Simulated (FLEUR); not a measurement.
**VWC2: changing the Hubbard U on V d**

```cif
data_structure
_symmetry_space_group_name_H-M 'R-3m:H'
_symmetry_Int_Tables_number 166
_cell_length_a 3.0341
_cell_length_b 3.0341
_cell_length_c 14.8017
_cell_angle_alpha 90.000
_cell_angle_beta 90.000
_cell_angle_gamma 120.000
_cell_volume 118.00
loop_
_atom_site_label
_atom_site_type_symbol
_atom_site_symmetry_multiplicity
_atom_site_Wyckoff_symbol
_atom_site_fract_x
_atom_site_fract_y
_atom_site_fract_z
_atom_site_occupancy
W1 W 3 a 0.00000 0.00000 0.00000 1
V1 V 3 b 0.66667 0.33333 0.83333 1
C1 C 6 c 0.33333 0.66667 0.91316 1
```

The cell comes from a database or a generator and needn't be the stable form of this composition.

Kept alike: task single point; functional PBEsol; k mesh 8 × 8 × 8; occupations fermi-dirac, width 0.05 eV; collinear spin, ferromagnetic start. Program: FLEUR, all-electron, FLAPW. The mesh is that of the run's cell of 4 atoms. No spin-orbit coupling.

| Hubbard U on V d, U (eV) | largest site moment (μB) |
| --- | --- |
| 0 | 0.00 |
| 2 | 0.00 |
| 3 | 0.43 |
| 4 | 0.95 |
| 5 | 1.18 |
| 6 | 1.39 |

For a metal such a mesh leaves the last digits unconverged. How U acts hangs on the program's projectors. The runs hold the magnetic state that their start led to, which needn't be the lowest. Site moments count inside each atom's sphere or projector.

Question: What does the Hubbard U on V d change here?

Answer: The largest site moment rises from 0.00 to 1.39 μB between 0 and 6 eV.
